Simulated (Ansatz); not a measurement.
Relaxed-ion elastic tensor of MnPt3 (Cu3Au type, Pm-3m) in GPa (Voigt order), PBEsol in the plane-wave PAW code Ansatz; density 18.30 g/cm³, 14.53 Å³ per atom.

```
     1    2    3    4    5    6
-  ---  ---  ---  ---  ---  ---
1  350  199  199  0.0  0.0  0.0
2  199  350  199  0.0  0.0  0.0
3  199  199  350  0.0  0.0  0.0
4  0.0  0.0  0.0  132  0.0  0.0
5  0.0  0.0  0.0  0.0  132  0.0
6  0.0  0.0  0.0  0.0  0.0  132
```

Question: Is the crystal mechanically stable?

Answer: Yes: the smallest eigenvalue of C is 132 GPa.

Question: Work out the Voigt, Reuss and Hill averages.

Answer: K_V = 249, K_R = 249, K_H = 249; G_V = 109, G_R = 102, G_H = 106 GPa.

Question: Give Young's modulus, Poisson's ratio, Pugh's ratio and the universal anisotropy index.

Answer: E = 9KG/(3K + G) = 277 GPa; ν = 0.31; K/G = 2.36 (ductile by the Pugh limit of 1.75); A_U = 5G_V/G_R + K_V/K_R − 6 = 0.39.

Question: Estimate the sound speeds and the Debye temperature.

Answer: v_l = √((K + 4G/3)/ρ) = 4620 m/s, v_t = √(G/ρ) = 2400 m/s, mean 2690 m/s; Θ = (h/k)(3n/4πV)^(1/3) v_m = 328 K.

Question: Give the Zener ratio and Young's modulus along [100], [110] and [111].

Answer: A = 2C44/(C11 − C12) = 1.75; 1/E = S11 − 2(S11 − S12 − S44/2)Γ with Γ = 0, 1/4, 1/3 gives 206, 291, 337 GPa.

The workflow started from a Materials Project entry (that database holds measured and hypothetical structures alike); the Crystallography Open Database files this formula in space group No. 221, but the cells were not matched. Whether it is the stable phase at ambient conditions was not checked. The cell was relaxed with PBEsol under the symmetry of its start; its stability against distortions is not shown here. Spin order of the final state: ferromagnetic, chosen from 4 collinear starts compared on coarse meshes (ties went to the first, and starts can fall back to one state), not a proven ground state. As this level gives no gap, shear constants depend on the k-mesh and smearing (Fermi–Dirac, 0.1 eV here). Scalar-relativistic: spin–orbit coupling is off unless named, which matters more the heavier the elements.

Potentials: the later of the program's two PAW sets.
